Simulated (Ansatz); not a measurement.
A generated cell, not matched to a known phase here, of Mg$_{2}$S: Fm-3m (No. 225), cF12, anti-fluorite type; a = b = c = 6.3991 Å, α = β = γ = 90.00°; S 4a (0.000, 0.000, 0.000); Mg 8c (0.250, 0.250, 0.250). Calculation: PBEsol (plane waves to 420 eV, PAW, scalar-relativistic; Ansatz, a first-principles code). Element references, the lowest calculated here: Mg (P6₃/mmc), S (Fddd).

Total energies (eV/atom, σ → 0; comparable only within this code, potentials and settings):

| phase | E (eV/atom) |
|---|---|
| Mg2S (Fm-3m) | -1569.986 |
| Mg (P6₃/mmc) | -1912.052 |
| S (Fddd) | -884.892 |

Q: What is the formation energy of this Fm-3m form of Mg2S from the elements?

A: E_f = -1569.986 − [2 × (-1912.052) + 1 × (-884.892)] / 3 = -0.32 eV/atom (-1.0 eV per formula unit).

A lower structure of this composition may exist.

Static energies, no anion corrections, no zero-point energy. Values are rounded to 0.01 eV/atom. Not shown to be the ambient phase of their composition (a lower form may be missing, and a cell relaxed within its start's symmetry can be a saddle point): Mg2S (Fm-3m). The compounds carry no spin polarisation.
